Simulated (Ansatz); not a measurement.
**BP with Ge replacing P: gradients before and after relaxing the atoms**

Start: a supercell of BP (zinc blende type, F-43m) built from an entry of the Crystallography Open Database (COD), with all atoms left at the host's positions.

Space group F-43m (No. 216); a = 13.6140 Å.

```csv
site,Wyckoff,site symmetry,x,y,z
B1,16e,.3m,0.4167,0.0833,0.4167
B3,24g,2.mm,0.7500,0.0833,0.7500
B5,48h,..m,0.7500,0.9167,0.5833
B14,4d,-43m,0.7500,0.7500,0.7500
B18,16e,.3m,0.0833,0.5833,0.9167
Ge,4a,-43m,0.5000,0.0000,0.5000
P29,48h,..m,0.6667,0.0000,0.6667
P32,16e,.3m,0.8333,0.8333,0.6667
P36,16e,.3m,0.1667,0.6667,0.8333
P42,24f,2.mm,0.0000,0.6667,0.0000
```

One atom of each set is listed; the run and its k-mesh use a cell of 54 atoms with edges of 9.63, 9.63, 9.63 Å.

Level of theory: DFT, PBE, plane waves and PAW, scalar-relativistic, collinear spin, 420 eV cutoff, Γ-centred 3×3×3 k-points, Fermi–Dirac smearing 0.01 eV (Ansatz 0.2.0). Start moments as typed (μB): 1 on each Ge, none on the rest.

The largest force at the start is 1.8 eV/Å. Relaxing the ions at fixed cell moves them by 0.087 Å at most (atom 2, B) and 0.024 Å rms.

```csv
site,moved (Å),first shell before,first shell after,V_zz before (10²¹ V/m²),η before
B1,0.087,"1 Ge at 1.97 Å, 3 P at 1.97 Å","3 P at 1.94 Å, 1 Ge at 2.05 Å",-0.75,0.00
B3,0.005,4 P at 1.97 Å,4 P at 1.95–1.97 Å,0.057,0.40
B5,0.003,4 P at 1.97 Å,4 P at 1.96–1.97 Å,0.028,0.02
Ge,0.000,4 B at 1.97 Å,4 B at 2.05 Å,0.00,–
P29,0.009,4 B at 1.97 Å,4 B at 1.94–1.97 Å,-0.59,0.18
P32,0.000,4 B at 1.97 Å,4 B at 1.97 Å,0.073,0.00
P36,0.000,4 B at 1.97 Å,4 B at 1.97 Å,0.064,0.00
P42,0.001,4 B at 1.97 Å,4 B at 1.96–1.97 Å,0.079,0.27
```

**Question.** How do the gradients change?

**Answer.** 

| site | V_zz after | η after | change of V_zz |
| --- | --- | --- | --- |
| B1 | -0.44 | 0.00 | +0.31 |
| B3 | 0.11 | 0.76 | +0.06 |
| B5 | -0.027 | 0.84 | – |
| Ge | 0.00 | – | 0.00 |
| P29 | -0.75 | 0.21 | -0.16 |
| P32 | -0.009 | 0.00 | -0.08 |
| P36 | <0.005 | – | -0.06 |
| P42 | 0.094 | 0.61 | +0.01 |

The largest change of V_zz along a kept axis is on B1, from -0.75 to -0.44. On P29 V_xx and V_yy change places (or their axes turn by over 50°), so the two values of η hide a larger change. On B5 the largest principal value lies along another axis in the second run, so the two V_zz can't be compared directly. Other sites with |V_zz| of 0.02 or less aren't listed.

The defect repeats with the cell of 54 atoms, so it feels its images: sites between two images don't show the values beside a lone defect, and zeros or small values of η there can come from the images' arrangement. The defect cell has no gap above 0.1 eV on its mesh, so the values can hang on the smearing and the k-mesh. The run lost most of its start moments on Ge; a state with other moments may lie lower.
Before: The neighbours have not yet relaxed around the defect (largest force 1.8 eV/Å), so a real crystal will differ.
After: The relaxation keeps the site symmetry -43m of the start, so the impurity can't leave its site; a distortion that would localise the partly filled state isn't explored.
